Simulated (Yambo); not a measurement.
G0W0@LDA for KTaO$_{3}$ (cubic perovskite, space group Pm-3m, No. 221) in Yambo. Reference settings: 4×4×4 Γ-centred k mesh, bands 2 to 123 and a 8 Ry block in the screening, 123 bands in G with the Bruneval-Gonze terminator, plasmon pole fitted at 27.2 eV. The LDA gap R → Γ on this mesh is 2.08 eV; G0W0 gaps are taken between the same points.

```json
[
 {"change from the reference": "reference settings", "G0W0 gap R → Γ (eV)": "3.72", "shift of the valence edge (eV)": "-0.49"},
 {"change from the reference": "50 bands in W, 50 bands in G", "G0W0 gap R → Γ (eV)": "3.91", "shift of the valence edge (eV)": "-0.28"},
 {"change from the reference": "50 bands in W, 50 bands in G, 5 Ry block", "G0W0 gap R → Γ (eV)": "3.89", "shift of the valence edge (eV)": "-0.25"},
 {"change from the reference": "70 bands in W, 70 bands in G, 5 Ry block", "G0W0 gap R → Γ (eV)": "3.78", "shift of the valence edge (eV)": "-0.33"},
 {"change from the reference": "6 Ry block", "G0W0 gap R → Γ (eV)": "3.68", "shift of the valence edge (eV)": "-0.44"},
 {"change from the reference": "70 bands in W, 70 bands in G, 3 Ry block, no terminator", "G0W0 gap R → Γ (eV)": "3.95", "shift of the valence edge (eV)": "-0.19"},
 {"change from the reference": "70 bands in W, 70 bands in G, 3 Ry block", "G0W0 gap R → Γ (eV)": "(withheld)", "shift of the valence edge (eV)": "-0.37"},
 {"change from the reference": "exchange cut at 40 Ry", "G0W0 gap R → Γ (eV)": "3.67", "shift of the valence edge (eV)": "-0.44"}
]
```

Question: Estimate the withheld gaps from the other rows; the computed values follow.

Answer: 
- 70 bands in W, 70 bands in G, 3 Ry block, G0W0 gap R → Γ (eV): 3.88

The reference isn't shown to be the converged limit.

Spin-orbit coupling is not included.

Geometry of the Materials Project entry, not relaxed at this level; primitive cell a = 3.995 Å, b = 3.995 Å, c = 3.995 Å, α = 90.00°, β = 90.00°, γ = 90.00°.

A shift is the quasiparticle energy of the state minus its LDA energy.
